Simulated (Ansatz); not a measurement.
# Polymorphs of RbGaH₂

6 relaxations of RbGaH2 ended in 6 distinct structures. Level of theory: r2SCAN (plane waves to 500 eV, PAW, scalar-relativistic; Ansatz, a quantum-chemistry and plane-wave program).

```csv
#,space group,Pearson,type,E − E(lowest) (eV/atom),V (Å³/atom),"gap (eV, no SOC)",runs ending here
1,Pnma,oP16,–,0.000,19.83,1.76,1
2,P4/mmm,tP4,AFLOW prototype ABC2_tP4_123_d_a_f (as in CaCuO2),0.39,16.04,0.00,1
3,Pmmm,oP4,–,0.47,16.62,0.00,1
4,R-3m,hR4,"AFLOW prototype ABC2_hR4_166_a_b_c (F5_1, as in NaCrS2)",0.58,16.78,0.00,1
5,I4mm,tI8,–,0.59,21.39,0.00,1
6,P6/mmm,hP4,–,1.06,20.12,0.00,1
```

Pnma, oP16 is the lowest of the structures calculated here.

Space group Pnma (No. 62); a = 7.4753 Å, b = 4.4856 Å, c = 9.4621 Å, α = 90.00°, β = 90.00°, γ = 90.00°

```csv
atom,site,symmetry,x,y,z
Rb,4c,.m.,0.1235,0.2500,0.1747
Ga,4c,.m.,0.0629,0.2500,0.5341
H,4c,.m.,0.2753,0.2500,0.4820
H,4c,.m.,0.1006,0.2500,0.7056
```

Each run could gain symmetry but not lose that of its start, so entries can be saddle points. From databases, or of a type measured for this composition: Pnma, oP16; the others are generated cells (placed on structure types, drawn at random, substituted or restacked) that were not matched to a known phase here. Static energies at zero pressure. No spin polarisation in the result. Gaps of cells over 8 atoms come from the SCF mesh and high-symmetry points alone.
